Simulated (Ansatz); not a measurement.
Total density of states per atom from the program Ansatz at the LDA level (PAW), in 0.25 eV bins, energy from the valence-band maximum:

```
E (eV) | states/eV/atom
    -7.85 | ######## 0.22
    -7.60 | ######## 0.22
    -7.35 | ########## 0.26
    -7.10 | ########### 0.30
    -6.85 | ############# 0.33
    -6.60 | ########### 0.30
    -6.35 | ############# 0.34
    -6.10 | ########### 0.29
    -5.85 | ############# 0.34
    -5.60 | ############# 0.36
    -5.35 | ############## 0.38
    -5.10 | ############## 0.38
    -4.85 | ############## 0.37
    -4.60 | ################ 0.43
    -4.35 | ################## 0.48
    -4.10 | #################### 0.53
    -3.85 | #################### 0.52
    -3.60 | ################## 0.47
    -3.35 | ##################### 0.56
    -3.10 | ######################### 0.67
    -2.85 | ###################### 0.60
    -2.60 | ################# 0.45
    -2.35 | ############### 0.39
    -2.10 | ########### 0.30
    -1.85 | ######### 0.23
    -1.60 | ####### 0.18
    -1.35 | ##### 0.14
    -1.10 | #### 0.11
    -0.85 | ### 0.08
    -0.60 | ## 0.05
    -0.35 | # 0.03
    -0.10 |  0.01
     0.15 |  0.00
     0.40 |  0.00
     0.65 |  0.00
     0.90 |  0.00
     1.15 | # 0.03
     1.40 | ### 0.08
     1.65 | ###### 0.16
     1.90 | ######## 0.23
     2.15 | ########### 0.29
     2.40 | ############## 0.37
     2.65 | ################# 0.46
     2.90 | ################### 0.50
     3.15 | ################### 0.49
     3.40 | ################### 0.52
     3.65 | ############################## 0.80
     3.90 | ################# 0.46
     4.15 | ################ 0.44
     4.40 | #################### 0.54
     4.65 | ################# 0.44
     4.90 | ###################### 0.58
     5.15 | ######################## 0.63
     5.40 | #################### 0.53
     5.65 | ############# 0.34
```

Q: Pick the material that matches.
A. BP, wurtzite
B. Ge2BN, R3m (B on 3a, N on 3a, Ge on 3a, Ge on 3a)
C. MoP2, Cmc2_1 (Mo on 4a, P on 4a, P on 4a)
D. BN, P6_3/mmc (B on 2d, N on 2c)

A: A, BP, wurtzite. Top 1 eV of the valence band: B 2p 54 %, P 3p 43 %. Bottom 1 eV of the conduction band: B 2p 29 %, P 3p 23 %, B 2s 16 %, P 3s 12 %, outside the projected shells 20 %. Projections are on Löwdin-orthogonalised atomic valence shells; empty p or d shells of many metals are not among them.

Space group P6_3mc (wurtzite). The workflow started from a Materials Project entry (that database holds measured and hypothetical structures alike); the Crystallography Open Database copy checked does not list it. It is not the phase usual at ambient conditions (space group No. 216). The LDA relaxation kept the symmetry of its start; whether a distortion lowers the energy is not shown.

Potentials: the earlier of the program's two PAW sets. The files were generated under PBE; for other functionals the program regenerates the frozen cores, and for LDA and PBEsol the local potential too.
